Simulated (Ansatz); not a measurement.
Relaxation of a generated cell, HfN built in the AFLOW prototype AB_oP8_57_d_d (as in TlF); 8 atoms in the cell, which starts as Pbcm (No. 57), oP8; a = 5.389 Å, b = 4.852 Å, c = 4.582 Å, α = β = γ = 90.00°. Level of theory: PBEsol (plane waves to 420 eV, PAW, scalar-relativistic; Ansatz, a quantum-chemistry and plane-wave program). Γ-centred k-mesh 5×5×5 on the run's cell (coarser than for final values), Fermi–Dirac smearing 0.05 eV. This is the first round of the run. 

The optimiser's lines from the output (shortened; P is positive under compression):

```
relax step   1: F+E_penalty+E_count = -63910.73219329 eV  Δ(F+E_penalty+E_count) = +0.000e0 eV  max|allowed force component| = 6.479e0 eV/Å  Δτ_max = 0.0000 Å  P = -7.478 GPa  Ω = 119.809 Å³  (7 SCF iters, dr2 threshold 1.00e-7 eV, accepted)
relax step   2: F+E_penalty+E_count = -63915.38332158 eV  Δ(F+E_penalty+E_count) = -4.651e0 eV  max|allowed force component| = 2.532e0 eV/Å  Δτ_max = 0.1949 Å  P = -17.441 GPa  Ω = 116.817 Å³  (8 SCF iters, dr2 threshold 8.00e-7 eV, accepted)
relax step   3: F+E_penalty+E_count = -63918.05363717 eV  Δ(F+E_penalty+E_count) = -2.670e0 eV  max|allowed force component| = 1.960e0 eV/Å  Δτ_max = 0.1432 Å  P = -6.050 GPa  Ω = 104.463 Å³  (9 SCF iters, dr2 threshold 8.00e-7 eV, accepted)
relax step   4: F+E_penalty+E_count = -63919.65437809 eV  Δ(F+E_penalty+E_count) = -1.601e0 eV  max|allowed force component| = 9.872e-1 eV/Å  Δτ_max = 0.1604 Å  P = +1.597 GPa  Ω = 95.204 Å³  (9 SCF iters, dr2 threshold 8.00e-7 eV, accepted)
relax step   5: F+E_penalty+E_count = -63920.57409877 eV  Δ(F+E_penalty+E_count) = -9.197e-1 eV  max|allowed force component| = 7.495e-1 eV/Å  Δτ_max = 0.0971 Å  P = +3.486 GPa  Ω = 91.116 Å³  (8 SCF iters, dr2 threshold 8.00e-7 eV, accepted)
relax step   6: F+E_penalty+E_count = -63920.88100398 eV  Δ(F+E_penalty+E_count) = -3.069e-1 eV  max|allowed force component| = 1.954e-2 eV/Å  Δτ_max = 0.0917 Å  P = -1.054 GPa  Ω = 91.820 Å³  (8 SCF iters, dr2 threshold 8.00e-7 eV, accepted)
relax step   7: F+E_penalty+E_count = -63920.79533724 eV  Δ(F+E_penalty+E_count) = +8.567e-2 eV  max|allowed force component| = 6.934e-1 eV/Å  Δτ_max = 0.0344 Å  P = +7.671 GPa  Ω = 89.195 Å³  (8 SCF iters, dr2 threshold 8.00e-7 eV, rejected (line search))
relax step   8: F+E_penalty+E_count = -63920.91931611 eV  Δ(F+E_penalty+E_count) = -3.831e-2 eV  max|allowed force component| = 5.185e-3 eV/Å  Δτ_max = 0.0027 Å  P = -0.026 GPa  Ω = 91.387 Å³  (10 SCF iters, accepted)
relax step   9: F+E_penalty+E_count = -63920.91936946 eV  Δ(F+E_penalty+E_count) = -5.335e-5 eV  max|allowed force component| = 2.155e-3 eV/Å  Δτ_max = 0.0007 Å  P = +0.005 GPa  Ω = 91.377 Å³  (4 SCF iters, dr2 threshold 6.93e-8 eV, accepted)
relax step  10: F+E_penalty+E_count = -63920.89552602 eV  Δ(F+E_penalty+E_count) = +2.384e-2 eV  max|allowed force component| = 2.159e-3 eV/Å  Δτ_max = 0.0000 Å  P = -0.347 GPa  Ω = 91.377 Å³  stress off target by 3.74e-1 GPa  SCF on the basis re-selected at this cell (its energy is not comparable with the rows above)  (8 SCF iters)
relax step  11: F+E_penalty+E_count = -63920.89601936 eV  Δ(F+E_penalty+E_count) = -4.933e-4 eV  max|allowed force component| = 2.444e-4 eV/Å  Δτ_max = 0.0003 Å  P = +0.001 GPa  Ω = 91.266 Å³  (4 SCF iters, dr2 threshold 3.50e-7 eV, accepted)
relax step  12: F+E_penalty+E_count = -63920.89573063 eV  Δ(F+E_penalty+E_count) = +2.887e-4 eV  max|allowed force component| = 2.086e-4 eV/Å  Δτ_max = 0.0000 Å  P = -0.005 GPa  Ω = 91.266 Å³  stress off target by 7.70e-3 GPa  SCF on the basis re-selected at this cell (its energy is not comparable with the rows above)  (6 SCF iters)
```

From the first to the last row the energy changes by -1.27 eV/atom and the volume by -23.8 %. The last row is marked as not comparable with the walk above it, whose basis was carried along; it does compare with step 1, since both stand on a basis selected at the nominal cutoff for their own cell.

Step 7 was rejected by the optimiser.

Later rounds, restarted from the end of this one on a renewed k-mesh, logged 4 more steps. The final structure after all rounds: Fm-3m (No. 225), cF8, rock salt type; a = b = c = 4.5016 Å, α = β = γ = 90.00°. Between re-selections the logged energies stand on a plane-wave basis carried along with the cell. No spin polarisation in the result. The relaxed primitive cell holds an odd number of electrons. A magnetic state may lie lower.

The run could not lose the symmetry of its start.
